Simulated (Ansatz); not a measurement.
GeF$_{2}$ in space group P2_12_12_1 (No. 19; Ge on 4a, F on 4a, F on 4a), r²SCAN+D4 in the plane-wave PAW code Ansatz. The conduction-band minimum lies on the Y–Γ line, 29 % of the way from Y, with 2 equivalent valleys. Second derivatives d²E/dk² of the lowest band at one valley (eV·Å²), along Cartesian directions:

```tsv
direction	d²E/dk²
[100]	5.445
[010]	10.43
[001]	5.415
[110]	7.939
[101]	5.431
[011]	7.925
```

Task: Find the principal effective masses, the density-of-states mass and the conductivity mass.

Result: Off-diagonal terms follow from H_xy = H[110] − (H_xx + H_yy)/2, and m*/mₑ = 7.620 eV·Å² over each eigenvalue: 0.73, 1.4, 1.4. One valley's DOS mass (m₁m₂m₃)^(1/3) = 1.1, conductivity mass 3/(Σ 1/mᵢ) = 1.1 mₑ.

Task: What effective density of states Nc follows at 300 K for parabolic valleys?

Result: Nc = 2.509e19 × 2 × (1.1)^(3/2) ≈ 5.8e19 cm⁻³.

The first step of the workflow began from a Materials Project structure, measured or hypothetical; the Crystallography Open Database files this formula in space group No. 19, but the cells were not matched. Its standing as an ambient phase is unchecked. Symmetry was held in the r²SCAN+D4 relaxation; its stability against distortions is not shown here. Scalar-relativistic: spin–orbit coupling is off unless named, which matters more the heavier the elements.

Potentials: the later of the program's two PAW sets.

Edges and masses are those of Kohn–Sham bands, whose gap is no quasiparticle gap.
